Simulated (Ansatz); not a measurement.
LiMg$_{2}$ in space group I4/mmm (No. 139; Li on 2b, Mg on 4e), DFT-r²SCAN in the program Ansatz with PAW potentials, all energies at zero smearing, with the estimated change up to a 700 eV cutoff added, with one set of potentials and settings (totals compare only within such a set). Cell of 3 atoms (1 Li, 2 Mg): -4058.118 eV.

```json
[
 {"element": "Li", "reference phase": "Fm-3m, 1 atoms in the cell", "E (eV/atom)": "-205.1371"},
 {"element": "Mg", "reference phase": "P6_3/mmc, 2 atoms in the cell", "E (eV/atom)": "-1926.4086"}
]
```

Formation energy per atom, worked out: (-4058.118 − 1×(-205.1371) − 2×(-1926.4086))/3 = -0.055 eV/atom (-5 kJ per mol of atoms), at 0 K, without zero-point energy or fitted corrections.

The workflow started from a Materials Project entry (that database holds measured and hypothetical structures alike); the Crystallography Open Database copy checked does not list it. Whether it is the stable phase at ambient conditions was not checked. The cell was relaxed with r²SCAN under the symmetry of its start; its stability against distortions is not shown here. The references are the lowest solids computed at this level, not always the standard phases.

Potentials: the later of the program's two PAW sets.
